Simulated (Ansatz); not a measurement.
MoS₂:
```yaml
crystal:
  lattice:
    - [3.17420, 0.00000, 0.00000]
    - [-1.58710, 2.74894, 0.00000]
    - [0.00000, 0.00000, 33.00000]
  atoms:
    - { symbol: S, position: [0.66667, 0.33333, 0.45291] }
    - { symbol: S, position: [0.66667, 0.33333, 0.54709] }
    - { symbol: Mo, position: [0.00000, 0.00000, 0.50000] }
```
The layer is periodic in x and y and isolated along z.

Relaxed with r²SCAN+D4. Special points in fractions of this cell's reciprocal vectors: Γ (0.000, 0.000, 0.000); M (0.500, 0.000, 0.000); K (0.333, 0.333, 0.000).

**Question.** List the band energies nearest the valence-band maximum at these points for r²SCAN+D4 with spin–orbit coupling (plane waves, PAW; program Ansatz).

**Answer.** In eV from the valence-band maximum; about four levels below and three above (degenerate sets whole), none deeper than 8.9 eV; points with the same levels are listed once.

```csv
k,below,above
Γ,-1.65 -1.65 -0.01 -0.01,2.88 2.88 2.96 2.96
M,-1.15 -1.15 -0.70 -0.70,2.35 2.35 2.89 2.89
K,-2.35 -2.32 -0.15 0.00,1.72 1.72 3.24
```

Space group P-6m2 (1H). A layer that has been made, often on a substrate. The cell was relaxed with r²SCAN+D4 under the symmetry of its start; its stability against distortions is not shown here. The run is not spin-polarised.

Potentials: the later of the program's two PAW sets.
